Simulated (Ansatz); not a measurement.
Relaxing Hf

These are results of Ansatz 0.2.0, DFT r2SCAN, scalar-relativistic, plane waves, PAW, not measurements.

The start is a database structure of Hf, space group P6_3/mmc (No. 194).

Input of the last, converged step (default PAW datasets):

```yaml
crystal:
  lattice:
    - [3.1923846315, 0.0, 0.0]
    - [-1.5961923157, 2.7646861895, 0.0]
    - [0.0, 0.0, 5.04504164]
  atoms:
    - { symbol: Hf, position: [0.33333333, 0.66666667, 0.25] }
    - { symbol: Hf, position: [0.66666667, 0.33333333, 0.75] }
basis:
  ecutwfc: 500
kpoints:
  mp_grid: { grid: [15, 15, 8] }
hamiltonian:
  xc: r2scan
scf:
  occupations: { method: gaussian, width: 0.1 }
output:
  forces: true
  stress: true
  eigenvalues: true
relax:
  adjacent_minimum: "off"
  f_tol: 0.01
  max_steps: 80
  cell: { stress_tol: 0.05 }
```

It can be run as:

```bash
ansatz run input.yaml --threads 1 --pin off --backend cpu --events-out ev --progress --plain --runs-dir out  # memory cap (--max-ram) not shown
```

The program printed at the end:

```
SCF converged after 4 iterations
Free energy (F): -31466.127480 eV
Harris-Foulkes:  -31466.127480 eV  (|F-HF|=7.28e-12)
Internal energy: -31466.121354 eV  (E = F + TS)
E sigma→0 (E₀):  -31466.124417 eV
Entropy (-TS):   -0.006125 eV (-3.063 meV/atom)
Fermi energy:    19.879099 eV
--- Per-component energies (eV) ---
  E_band       = 41.850188
  E_kinetic    = 848.818196
  E_local      = -10142.006470  (includes V_loc(G=0)·N_el)
  E_nonlocal   = -2497.477483
  E_hartree    = 4774.554391
  E_xc         = -566.729099
  E_vxc        = -586.562091  (∫ρ·V_xc dr)
  E_paw        = -13904.441614  (= ΣΔE_a)
  E_vpaw       = 2841.047933  (= ΣTr[D̂ρ^β])
  E_aug_tail   = -0.000002  (compensation charges beyond the density's cutoff)
  E_vtau       = 28.921458  (kinetic-family band-sum trace: ∫τ·v_τ [+ j·A + Jᵃ·Aᵃ] dr)
  E_ewald      = -9979.482316
  E_core_change = 0.643044  (= ΣΔE_core)
  E_smearing   = -0.006125  (= −TS)
  E_closure    =  0.000000  (closes the sum)
  Σ components = -31466.127480   (vs F -31466.127480, Δ=0.00e0)
--- Forces (eV/Å), atoms counted from 1 ---
  atom   1  Hf     0.00000000     0.00000000     0.00000000
  atom   2  Hf     0.00000000     0.00000000     0.00000000
  max |Σ_I F_I| component: 5.55e-17 eV/Å
--- Stress (GPa, compression-positive) ---
        0.000574       0.000000       0.000000
        0.000000       0.000574       0.000000
        0.000000       0.000000      -0.020327
  P = ⅓ Tr σ = -0.0064 GPa (-0.064 kbar)
--- Relaxed structure (3 steps of the walk, 2 accepted, 1 SCFs on fresh bases) ---
  F+E_penalty+E_count = -31466.12747987 eV   max|allowed force component| = 2.868e-16 eV/Å   (the final SCF, on the basis selected at the relaxed cell)
  cell:  # Å, volume = 44.6933 Å³
    - [3.197921, 0.000000, 0.0]
    - [-1.598961, 2.769481, 0.0]
    - [0.0, 0.0, 5.046338]
  atoms:
    - { symbol: Hf, position: [0.333333, 0.666667, 0.25] }
    - { symbol: Hf, position: [0.666667, 0.333333, 0.750000] }
```

Absolute energies hang on the potentials; compare differences alone.

The result has space group P6_3/mmc (No. 194). Hf is coordinated by 12 Hf at 3.13–3.20 Å.

Spin–orbit coupling is left out.

A structure relaxed within its symmetry needn't be a true minimum.